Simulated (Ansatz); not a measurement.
SiGe₃:
Space group P-4m2 (No. 115); a = 3.9675 Å, b = 3.9675 Å, c = 5.6012 Å, α = 90.00°, β = 90.00°, γ = 90.00°

| atom | site | symmetry | x | y | z |
|---|---|---|---|---|---|
| Si | 1a | -4m2 | 0.0000 | 0.0000 | 0.0000 |
| Ge | 2g | 2mm. | 0.5000 | 0.0000 | 0.2443 |
| Ge | 1c | -4m2 | 0.5000 | 0.5000 | 0.5000 |

Relaxed with r²SCAN.

**Question.** Tabulate the valence density and the electron localisation function along the shortest Si–Ge contact (2.41 Å), DFT-r²SCAN in the program Ansatz with PAW potentials.

**Answer.** 

```tsv
distance from Si (Å)	density (e/Å³)	ELF
0.24	0.09	0.35
0.36	0.18	0.33
0.48	0.30	0.49
0.60	0.42	0.72
0.72	0.51	0.86
0.84	0.54	0.92
0.96	0.55	0.93
1.08	0.54	0.92
1.20	0.55	0.88
1.33	0.57	0.78
1.45	0.62	0.63
1.57	0.76	0.49
1.69	1.12	0.37
1.81	2.14	0.23
1.93	5.22	0.10
2.05	13.34	0.03
2.17	29.08	0.01
```

The density is the valence pseudo-density with augmentation charge, so density and ELF within about 1 Å of a nucleus are not all-electron values.

The start of the workflow was typed in or built on a structure type; neither database checked (COD, Materials Project) lists it. Its standing as an ambient phase is unchecked. The r²SCAN relaxation kept the symmetry of its start; its stability against distortions is not shown here.

Potentials: the later of the program's two PAW sets.
